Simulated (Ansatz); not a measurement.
ZnPt (P4/mmm) as a metal

```xyz
2
Lattice="2.8354 0.0000 0.0000 0.0000 2.8354 0.0000 0.0000 0.0000 3.4714" Properties=species:S:1:pos:R:3 pbc="T T T"
Zn    1.4177    1.4177    1.7357
Pt    0.0000    0.0000    0.0000
```

Computed, not measured; unless marked otherwise by PBEsol, all-electron LAPW in Ansatz 0.2.0, scalar-relativistic. k mesh 12×12×10, fine mesh 20×20×16, Fermi-Dirac smearing of 0.050 eV, basis error target 1 meV/atom. The cell was relaxed by PAW under this functional.

Levels and slopes are solved on a 20×20×16 mesh, and each state is taken as quadratic over its cell.

What is the density of states at the Fermi level, and which bare Sommerfeld coefficient follows?

N(E_F) = 0.218 states/eV/atom (both spins), so γ = (π²/3) k_B² N(E_F) = 0.514 mJ/(mol-atom K²) without electron-phonon or spin-fluctuation enhancement.

What Drude plasma energy and σ/τ do the band velocities give?

(ħω_p,α)² = (e²/ε₀VN_k) Σ_nkσ (∂E/∂k_α)² δ(E − E_F) gives ħω_p = (6.80, 6.80, 8.89) eV along x, y, z, and σ/τ = ε₀ω_p² = 9.45×10²⁰ Ω⁻¹m⁻¹s⁻¹ along x. Weighted by the density of states, the mean Fermi speed is 1.15×10⁶ m/s; the surface has an area of 14.6 Å⁻² for each spin direction.

Which bands cross the Fermi level, and what do they carry?

```json
{"band": "1", "filled part": "0.99", "N (states/eV/cell)": "0.0633", "speed (10⁶ m/s)": "0.569", "5th to 95th percentile": "0.46 to 0.77", "area (Å⁻²)": "1.05", "filling": "nearly full"}
{"band": "2", "filled part": "0.87", "N (states/eV/cell)": "0.174", "speed (10⁶ m/s)": "1.27", "5th to 95th percentile": "0.94 to 1.54", "area (Å⁻²)": "6.44", "filling": "partly filled"}
{"band": "3", "filled part": "0.14", "N (states/eV/cell)": "0.199", "speed (10⁶ m/s)": "1.23", "5th to 95th percentile": "0.88 to 1.41", "area (Å⁻²)": "7.13", "filling": "partly filled"}
```

On PAW files the program sums the optical response inside the mesh cells, interband lines and its own Drude term. Where does ε₁ rise through zero (a sharp plasmon if ε₂ is small there), and how much light is reflected?

* Fine mesh: 20, 20, 16
* Window top: 20 eV
* Line width: 0.2 eV
* Drude damping: 0.03 eV
* ε₁ rises through zero at x: 4.19, 6.95, 11.78, 14.85, 15.77 eV
* ε₂ there x: 7.6, 5.9, 2.94, 2.13, 2.02
* ε₁ rises through zero at z: 4.55, 12.39, 14.2, 15.73, 16.13 eV
* ε₂ there z: 5.04, 2.39, 2.31, 1.82, 1.67
* Plasma energy (x, y, z): 6.731, 6.731, 8.823 eV
* Reflectivity at 1 eV, x-polarised: 0.8635
* Reflectivity at 2 eV, x-polarised: 0.5085
* Reflectivity at 3 eV, x-polarised: 0.4714

The plasma energy here is the program's own sum at the run's smearing; it differs from the value above by up to 1 %, through mesh and smearing.

What does PAW give for the same cell?

N(E_F) = 0.218 states/eV/atom and ħω_p,x = 6.80 eV.

Limits of these numbers: no spin-orbit coupling on heavy atoms; filled d bands lie too high at this level, so their transitions start too early; these sums move with the mesh, by several per cent and more for small sheets; frozen-core PAW files fitted under PBE, their cores solved anew for the functional of the run.
